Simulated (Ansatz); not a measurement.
Theory: DFT PBE, scalar-relativistic, plane waves, PAW in Ansatz. Settings of the last relaxation (10-atom cell): 420 eV, 6×6×6 k points, Gaussian smearing of 0.02 eV, no spin polarisation.

The zero of energy is the elements' standard structures at the same level (O₂ as a molecule); no fitted shifts are applied.

Problem. Find a candidate monoclinic semiconductor with formula Li2ZnO2, with a gap near 1.9 eV, a formation energy near −1.62 eV/atom and a density near 3.18 g/cm³, in a cell of 10 atoms.

Solution. Li2ZnO2, space group Cm (No. 8). Around Li on a site of symmetry 1 lie 4 O at 1.93–2.02 Å, 2 Li at 2.47–2.55 Å and 2 Zn at 2.50–2.56 Å; around Li on a site of symmetry m lie 4 O at 1.91–2.09 Å, 4 Li at 2.47–2.55 Å and 1 Zn at 2.51 Å; Zn on its first site has 2 O at 1.87–1.92 Å, 2 O at 2.16 Å and 5 Li at 2.50–2.65 Å; around O on a site of symmetry 1 lie 1 Zn at 1.95 Å, 4 Li at 1.99–2.09 Å and 1 Zn at 2.16 Å; 4 more sites not described.

```
Li Zn O
1.0
     3.70701   -3.17232    0.00000
     3.70701    3.17232    0.00000
    -1.85621    0.00000    4.94253
Li Zn O
4 2 4
Direct
  0.00612 0.51247 0.98956
  0.51247 0.00612 0.98956
  0.54457 0.54457 0.10873
  0.90897 0.90897 0.58953
  0.04027 0.04027 0.12513
  0.41277 0.41277 0.60041
  0.22211 0.71916 0.83103
  0.81867 0.81867 0.21629
  0.71916 0.22211 0.83103
  0.31448 0.31448 0.21872
```

- Volume per atom: 11.62 Å³
- Density: 3.18 g/cm³
- Energy over the elements: −1.616 eV/atom
- Gap on the 6×6×6 mesh of the 10-atom cell: 1.86 eV

It was reached by relaxing an invented guess, and it needn't be the stable form of this composition. Other answers may fit too; this one was computed.

Kohn–Sham gaps at this level usually fall short of measured ones. This cell was reached by moving the atoms of another relaxed cell at random and relaxing again, last within the group found; it had no such test of its own.
